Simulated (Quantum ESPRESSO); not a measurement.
# One change at a time to In3RhRuSc2Ti

All numbers below are calculated, not measured. They come from Quantum ESPRESSO 7.5, a public plane-wave density functional program. Each row is one single-point run on a made-up periodic cell of eight metal atoms, with elements, volume, strain and displacements drawn at random and not relaxed, so a cell may be unstable or far from any real phase. There is no spin polarisation or spin-orbit coupling.

Settings: PBE unless stated; PseudoDojo standard norm-conserving files; Fermi-Dirac width 0.25 eV, which means electrons at about 2900 K; cutoff 1197 eV; 5 x 5 x 4 k mesh shifted half a step off Gamma. E is the free energy of the whole cell (internal energy minus TS), so a -TS column is already part of it. Stress is positive in tension, and the pressure P is minus a third of its trace.

Checks: one run of this series was repeated at a higher cutoff and on a denser mesh, which moved values by no more than 0.003 eV, 0.03 GPa and 0.003 eV/Å, and a second program with other atomic files agreed on it to 2 % rms in force and 0.5 GPa in pressure. Known limits: a spin test at this wide smearing found no moment, but such smearing suppresses magnetism that the real alloy may have.

The lattice is face-centred cubic, and the cell vectors in Å are (-2.238, -4.451, -2.252); (-4.364, 2.197, 2.197); (0.027, 4.318, -4.265), a volume of 167.35 Å³ in run 1. The elements on sites 1 to 8 are Sc In In Ti Rh Ru Sc In. Each later run makes one change to run 1 and keeps the rest. E is counted from run 1, and is n/a where other atomic files have another zero of energy.

```
run                           change  V (Å³)  P (GPa)  -TS (eV)  rms force (eV/Å)  largest change of a force component (eV/Å)  E (eV)
  1                             none  167.35    -7.00    -1.840             0.347                                       0.000   0.000
  2          sites 1 and 4 exchanged  167.35    -7.02    -1.843             0.375                                       0.373  -0.062
  3    all lengths scaled by +1.47 %  174.84    -9.48    -1.928             0.329                                       0.049   0.387
  4           PBEsol in place of PBE  167.35   -10.95    -1.841             0.356                                       0.039     n/a
  5                     Mo on site 8  167.35   -12.07    -2.173             0.327                                       0.543     n/a
  6  site 5 moved by +0.09 Å along y  167.35    -6.99    -1.837             0.349                                       0.072       ?
```

## Worked estimate

Along the move dE = -F dx. The force on site 5 along y is -0.051 eV/Å in run 1 and -0.123 eV/Å in run 6, and the move is +0.09 Å, so the mean force times the move gives an estimate.

## Withheld value

Question: what E should run 6 give?

The estimate is 0.008 eV. The calculation gave 0.008 eV.
